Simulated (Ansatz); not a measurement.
**Structures of AuS$_{2}$: which is lowest?**

Plane-wave DFT in Ansatz with scalar-relativistic PAW potentials, cutoff 420 eV, Γ-centred meshes chosen by cell and gap, Gaussian smearing with energies taken to zero width. Every cell was relaxed (cell and atoms) in a run of its own, within the symmetry of its start. Functional: PBE.

Relaxed structures (starts from databases or built by putting these elements on another compound's sites):
A. Pnnm, 6 atoms in the computed cell, a = 4.761 Å, b = 7.915 Å, c = 3.768 Å; sites (symmetry × multiplicity) S ..m × 4, Au ..2/m × 2; start: built
B. P6_3/mmc, 6 atoms in the computed cell, a = 3.553 Å, c = 10.282 Å; sites (symmetry × multiplicity) S 3m. × 4, Au -6m2 × 2; start: built

Q: Rank them by energy. Could pressure change the order?

A:
```csv
structure,group,E − E(lowest) (meV/atom),V (Å³/atom),gap on mesh (eV)
A,Pnnm,0.0,23.66,0.00
B,P6_3/mmc,465,18.73,0.00
```

A is lowest, 465 meV/atom under B. B is denser by 4.93 Å³/atom, so pressure favours it: ΔE/ΔV, with ΔE in eV and 1 eV/Å³ = 160.2 GPa, gives about 15 GPa for equal enthalpy if both cells were rigid; at such pressures compression changes ΔV much, so this is a scale only. Without a dispersion term the weakly bound lowest cell is too large, so ΔV and this pressure are artefacts in part: a slight pressure closes the gap between layers first. Other structures may lie lower than all of these, and vibrations aren't counted.

Spin-orbit coupling is left out, which matters for the bands of heavy elements.